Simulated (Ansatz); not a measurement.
Consider the following.

TePd:
```cif
data_Pd2Te2
_chemical_formula_sum 'Te2 Pd2'
_space_group_name_H-M_alt 'P63/mmc'
_space_group_IT_number 194
_space_group_name_Hall '-P 6c 2c'
_cell_length_a 4.15725
_cell_length_b 4.15725
_cell_length_c 5.61539
_cell_angle_alpha 90.000
_cell_angle_beta 90.000
_cell_angle_gamma 120.000
loop_
_atom_site_label
_atom_site_type_symbol
_atom_site_symmetry_multiplicity
_atom_site_Wyckoff_symbol
_atom_site_fract_x
_atom_site_fract_y
_atom_site_fract_z
_atom_site_occupancy
Te1 Te 2 c 0.33333 0.66667 0.25000 1
Pd1 Pd 2 a 0.00000 0.00000 0.00000 1
```

This is the PBEsol-relaxed structure.

Q: All from PBEsol (plane waves, PAW; program Ansatz), unless another level is named. Give the electronic character.

A: metallic (no gap).

Q: Predict the formation energy from the elements (no fitted shifts).

A: -0.38 eV/atom.

Q: Give the density of states at the Fermi level.

A: 0.47 states/eV per atom (mean over ±0.08 eV).

Q: Predict the gap with spin–orbit coupling.

A: none (metallic).

Space group P6_3/mmc (NiAs type). The workflow started from a Materials Project entry (that database holds measured and hypothetical structures alike); the Crystallography Open Database files this formula in space group No. 194, but the cells were not matched. Whether it is the stable phase at ambient conditions was not checked. The PBEsol relaxation kept the symmetry of its start; its stability against distortions is not shown here. No spin polarisation was allowed. The references are the lowest solids computed at this level, not always the standard phases. Spin–orbit coupling is left out wherever it is not named.

Potentials: the later of the program's two PAW sets.
